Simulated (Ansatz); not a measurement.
Write an Ansatz input for a single-point calculation of TmBr2 with PBE+U (U_eff = 6 eV on Tm 4f) (scalar-relativistic), a cutoff of 420 eV (density cutoff 4 times that), a Γ-centred 4×4×4 mesh and Gaussian smearing of 0.05 eV, with collinear spin, starting moments 1.00, 0.00, 0.00 μB on the atoms in order. Forces, stress and eigenvalues are wanted, and also Löwdin populations, the open shells' occupation matrices. The structure:
```
CELL_PARAMETERS angstrom
0.0000000000 3.5595838027 3.5595838027
3.5595838027 0.0000000000 3.5595838027
3.5595838027 3.5595838027 0.0000000000
ATOMIC_POSITIONS crystal
Tm 0.0000000000 0.0000000000 0.0000000000
Br 0.2500000000 0.2500000000 0.2500000000
Br 0.7500000000 0.7500000000 0.7500000000
```

```yaml
crystal:
  lattice:
    - [0.0, 3.5595838027, 3.5595838027]
    - [3.5595838027, 0.0, 3.5595838027]
    - [3.5595838027, 3.5595838027, 0.0]
  atoms:
    - { symbol: Tm, position: [0.0, 0.0, 0.0], spin: 1.0 }
    - { symbol: Br, position: [0.25, 0.25, 0.25] }
    - { symbol: Br, position: [0.75, 0.75, 0.75] }
basis:
  ecutwfc: 420
  ecutrho_ratio: 4
kpoints:
  mp_grid: { grid: [4, 4, 4] }
hamiltonian:
  xc: pbe
  hubbard: { sites: [{ species: Tm, l: f, u_eff: 6.0 }] }
scf:
  occupations: { method: gaussian, width: 0.05 }
output:
  forces: true
  stress: true
  eigenvalues: true
  populations: true
  hubbard: { sites: [{ species: Tm, l: f }] }
magnetization:
  spin_polarized: true
```

Launched as:
```sh
ansatz run input.yaml --threads 2 --pin off --max-ram 2662MiB --backend cpu --events-out ev --progress --plain --runs-dir out
```

Run as written, it has 37 valence electrons, 1807 plane waves at Γ, 48 symmetry operations and 8 irreducible k-points; it took 13 SCF iterations in all. Cost: 8.3 s on 2 threads of Arm Neoverse V2 (shared host), peak memory 0.38 GiB.

The cell came from substitution into a structure type; no database entry of this phase was matched, which doesn't show that none exists.
